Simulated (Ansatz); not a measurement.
Here are 2 structures of SnSeTe, each relaxed with r2SCAN (the plane-wave code Ansatz). All cells are spin-unpolarised, without nuclear motion, and some may be hypothetical.

- Janus 1T monolayer: in-plane lattice: a = 3.992 Å, b = 3.992 Å, γ = 120.0°; thickness between the outer nuclei 3.31 Å. Sn has 3 Se at 2.77 Å and 3 Te at 2.91 Å; Se has 3 Sn at 2.77 Å; Te has 3 Sn at 2.91 Å.
- Janus 2H monolayer: in-plane lattice: a = 3.860 Å, b = 3.860 Å, γ = 120.0°; thickness between the outer nuclei 3.68 Å. Sn is surrounded by 3 Se at 2.77 Å and 3 Te at 3.02 Å; Se is surrounded by 3 Sn at 2.77 Å; Te is surrounded by 3 Sn at 3.02 Å.

**Question.** Which is lowest in energy with r2SCAN, and by how much?

**Answer.** Among these cells the lowest with r2SCAN is Janus 1T monolayer, 253 meV an atom below the next, Janus 2H monolayer. Other structures, not computed here, could lie lower.

**Question.** Does the order change among the functionals that relaxed these cells?

**Answer.** Not for the lowest cell. PBE agrees on the lowest cell. PBE: Janus 1T monolayer 0, Janus 2H monolayer 190 meV an atom.

**Question.** What gaps does r2SCAN give on these cells?

**Answer.** Janus 1T monolayer: 0.15 i (Γ → M); Janus 2H monolayer: none (overlap 0.99) (eV; d direct, i indirect).

**Question.** What gaps does PBE give on these cells?

**Answer.** Janus 1T monolayer: none (overlap 0.03); Janus 2H monolayer: none (overlap 1.07) (eV; d direct, i indirect).

Spin-orbit coupling is left out, which matters wherever the heavy atoms make up the band edges.

Where bands overlap the cell is a metal at that level, and these k meshes limit energies, forces and stress.
